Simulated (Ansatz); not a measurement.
Relaxed-ion elastic tensor of Sc3InN (anti-perovskite, Pm-3m) in GPa (Voigt order), DFT-PBEsol in the program Ansatz with PAW potentials; density 5.09 g/cm³, 17.22 Å³ per atom.

```
 233  55.8  55.8   0.0   0.0   0.0
55.8   233  55.8   0.0   0.0   0.0
55.8  55.8   233   0.0   0.0   0.0
 0.0   0.0   0.0  89.1   0.0   0.0
 0.0   0.0   0.0   0.0  89.1   0.0
 0.0   0.0   0.0   0.0   0.0  89.1
```

Problem. Is the crystal mechanically stable?

Solution. Yes: the smallest eigenvalue of C is 89.1 GPa.

Problem. Work out the Voigt, Reuss and Hill averages.

Solution. K_V = 115, K_R = 115, K_H = 115; G_V = 88.8, G_R = 88.8, G_H = 88.8 GPa.

Problem. Give Young's modulus, Poisson's ratio, Pugh's ratio and the universal anisotropy index.

Solution. E = 9KG/(3K + G) = 212 GPa; ν = 0.19; K/G = 1.29 (brittle by the Pugh limit of 1.75); A_U = 5G_V/G_R + K_V/K_R − 6 = 0.00.

Problem. Estimate the sound speeds and the Debye temperature.

Solution. v_l = √((K + 4G/3)/ρ) = 6770 m/s, v_t = √(G/ρ) = 4180 m/s, mean 4610 m/s; Θ = (h/k)(3n/4πV)^(1/3) v_m = 531 K.

Problem. Give the Zener ratio and Young's modulus along [100], [110] and [111].

Solution. A = 2C44/(C11 − C12) = 1.01; 1/E = S11 − 2(S11 − S12 − S44/2)Γ with Γ = 0, 1/4, 1/3 gives 211, 212, 212 GPa.

Problem. Solve the Christoffel equation for the three sound speeds along [100], [110], [111].

Solution. Eigenvalues of C_ijkl n_j n_l equal ρv². In km/s, slowest first: [100] 4.18, 4.18, 6.76; [110] 4.17, 4.18, 6.77; [111] 4.17, 4.17, 6.78.

The workflow started from an entry of the Crystallography Open Database (COD). Whether it is the stable phase at ambient conditions was not checked. The PBEsol relaxation kept the symmetry of its start; whether a distortion lowers the energy is not shown. The run is not spin-polarised. With an odd number of electrons in the cell and no spin polarisation, the count alone makes it a metal. As this level gives no gap, shear constants depend on the k-mesh and smearing (Fermi–Dirac, 0.1 eV here).

Potentials: the later of the program's two PAW sets.
